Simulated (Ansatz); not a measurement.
TaSi2 (CrSi2 type, space group P6_222)

```xyz
9
Lattice="4.8030 0.0000 0.0000 -2.4015 4.1595 0.0000 0.0000 0.0000 6.6034" Properties=species:S:1:pos:R:3 pbc="T T T"
Ta     2.4015     0.0000     0.0000
Ta     1.2007     2.0798     2.2011
Ta    -1.2007     2.0798     4.4023
Si     0.0000     1.3230     0.0000
Si     3.6573     0.6615     2.2011
Si     1.2558     3.4980     4.4023
Si     2.4015     2.8365     0.0000
Si    -1.2558     3.4980     2.2011
Si     1.1457     0.6615     4.4023
```

The slice is a (1 -1 0 0) plane (indices of the conventional cell) through the point (0.841, 0.159, 0.333) (fractional), spanned by u = [110] and v = [001] in vectors of this cell: u (4.80 Å) and v (6.60 Å, at 90° to u). It covers one period; positions are fractions (u, v).

Computed with PBE (plane waves to 420 eV, PAW, scalar-relativistic; Ansatz, a program for electronic structure). k mesh 11×11×7. These are valence fields of a PAW run, semicore shells included where kept as valence: close to a nucleus they are smooth pseudo fields. Spin-orbit coupling is left out, though Ta is heavy. TaSi2 is run without spin polarisation. TaSi2 was relaxed with its symmetry unable to fall.

**Question.** Predict the map of the valence electron density on the slice.

**Answer.** 
```
|:-=++===========+++-|
|==+++=---=======++++|
|++++==---=======++++|
|++++==-----======+++|
|++++=====--======+++|
|+++++=========++++++|
|++++++++====+*###*++|
|+++++++++===+#%@%#++|
|+++++++++===*%@@@%*+|
|+++++++++===*#@@@%*+|
|=++++++++===+#%%%#+=|
|==+++++++====+*#*+==|
|===+++++==-==+++++==|
|===++++===-===++++==|
|===+++++==-==+++++==|
|===+*#*+====+++++++=|
|==+#%%%#+===++++++++|
|++*%@@@#*===++++++++|
|++*%@@@%*===++++++++|
|+++#%@%#+===++++++++|
|+++*###*+====+++++++|
|+++++++=========++++|
|++++======--=====+++|
|++++======-----==+++|
|+++++=======---==+++|
|=++++=======---=+++=|
|:-+++===========++=-|
| .=++===========++=.|
```
Scale: ten equal steps from -1.30 (start of ' ') to 0.30 (end of '@'), in the order ' .:-=+*#%@'. Values: log₁₀ of the valence density in e/Å³. The map has 20 points along u (one character each, u = 0 at the left) and 28 along v (v = 0 in the bottom row). The scale is logarithmic, as a density can span decades between atoms and voids.
